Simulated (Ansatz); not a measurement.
Q: Each is relaxed and computed with PBEsol (plane waves, PAW; program Ansatz). Which is the only one with a gap?
A) SnGe, Pmma (Ge on 2e, Ge on 2f, Sn on 2e, Sn on 2f)
B) Ti2SnC, P6_3/mmc (Ti on 4f, Sn on 2d, C on 2a)
C) Zn2SnO4, spinel
D) SiSn, CsCl type

A: C, Zn2SnO4, spinel. Zn2SnO4: gap 0.44 eV (direct); SnGe: metal; Ti2SnC: metal; SiSn: metal. Constructed cells (a structure type filled with these elements, in neither database checked): SiSn, CsCl type. Built on a structure type that need not be the filed one of that space group: Zn2SnO4, spinel. Typed or built starts, not in the databases checked: SnGe, Pmma (Ge on 2e, Ge on 2f, Sn on 2e, Sn on 2f). Standing as an ambient phase not checked: Zn2SnO4, spinel; Ti2SnC, P6_3/mmc (Ti on 4f, Sn on 2d, C on 2a). Unstable at this level: SiSn, CsCl type. All cells were relaxed under the symmetry of their starts (and spin orders); stability against distortions was not tested throughout. Named crystals with no word on spin ran without spin polarisation. Scalar-relativistic: spin–orbit coupling is off unless named, which matters more the heavier the elements.

Potentials: the earlier of the program's two PAW sets. The files were generated under PBE; for other functionals the program regenerates the frozen cores, and for LDA and PBEsol the local potential too.
